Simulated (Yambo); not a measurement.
Yambo input for CaHBr (space group P4/nmm, No. 129) (a = b = 3.8223 Å, c = 7.7737 Å, α = β = γ = 90.00°), on PBEsol (pw.x of Quantum ESPRESSO, ONCV potentials, no spin-orbit coupling) wavefunctions on a 6×6×4 mesh:

```
optics
chi
dipoles
kernel
FFTGvecs= 40 Ry
Chimod= "HARTREE"
NGsBlkXd= 3 Ry
% QpntsRXd
 1 | 1 |
%
% BndsRnXd
 1 | 89 |
%
GrFnTpXd= "R"
% EnRngeXd
 0.0 | 20.0 | eV
%
% DmRngeXd
 0.2 | 0.2 | eV
%
CGrdSpXd= 50
ETStpsXd= 161
% LongDrXd
 0.0 | 0.0 | 1.0 |
%
```

First lines of the file o-*.eps_q1_inv_rpa_dyson:

```
Absorption @ Q(1):   0.00000000     0.00000000     1.00000000    [q->0 direction]
#
# [ X ] Hartree size     :   61
# [GEN] GF Energies     : Perdew, Burke & Ernzerhof SOL(X)+Perdew, Burke & Ernzerhof SOL(C)
# [GEN] Green`s Function     : Retarded
#
# [GEN] Gauge     : Length
# [GEN] [r,Vnl] included     : yes
#
#    E[1] [eV]     Im(eps)     Re(eps)     Im(eps_o)     Re(eps_o)
#
     0.000000     -0.37281E-17     3.956121     -0.37185E-17     4.524818
     0.125000     0.003382     3.957172     0.004256     4.526140
     0.250000     0.006785     3.960331     0.008539     4.530114
     0.375000     0.010228     3.965617     0.012877     4.536766
     0.500000     0.013735     3.973062     0.017298     4.546138
     0.625000     0.017327     3.982712     0.021832     4.558290
     0.750000     0.021028     3.994626     0.026513     4.573302
     0.875000     0.024866     4.008880     0.031375     4.591275
     1.000000     0.028867     4.025566     0.036457     4.612331
     1.125000     0.033066     4.044794     0.041803     4.636618
     1.250000     0.037497     4.066697     0.047462     4.664314
     1.375000     0.042202     4.091429     0.053491     4.695626
     1.500000     0.047229     4.119172     0.059956     4.730801
     1.625000     0.052632     4.150139     0.066934     4.770127
     1.750000     0.058478     4.184579     0.074517     4.813944
     1.875000     0.064843     4.222786     0.082814     4.862653
     2.000000     0.071820     4.265101     0.091959     4.916725
     2.125000     0.079524     4.311931     0.102115     4.976722
     2.250000     0.088091     4.363754     0.113486     5.043312
     2.375000     0.097697     4.421142     0.126328     5.117298
     2.500000     0.108558     4.484780     0.140966     5.199651
     2.625000     0.120955     4.555498     0.157827     5.291560
     2.750000     0.135252     4.634309     0.177471     5.394490
     2.875000     0.151931     4.722467     0.200657     5.510273
     3.000000     0.171651     4.821539     0.228440     5.641237
     3.125000     0.195327     4.933518     0.262322     5.790377
     3.250000     0.224281     5.060977     0.304529     5.961631
     3.375000     0.260489     5.207301     0.358511     6.160266
     3.500000     0.307071     5.377030     0.429915     6.393454
     3.625000     0.369260     5.576323     0.528678     6.670982
     3.750000     0.456562     5.813384     0.673819     7.005387
     3.875000     0.587646     6.097410     0.904054     7.406526
     4.000000     0.797930     6.429034     1.284833     7.850196
```
(The file goes on to the top of the energy range.) Convergence of the RPA response with its 6×6×4 mesh was not tested.

Geometry relaxed with PBE+D3(BJ).
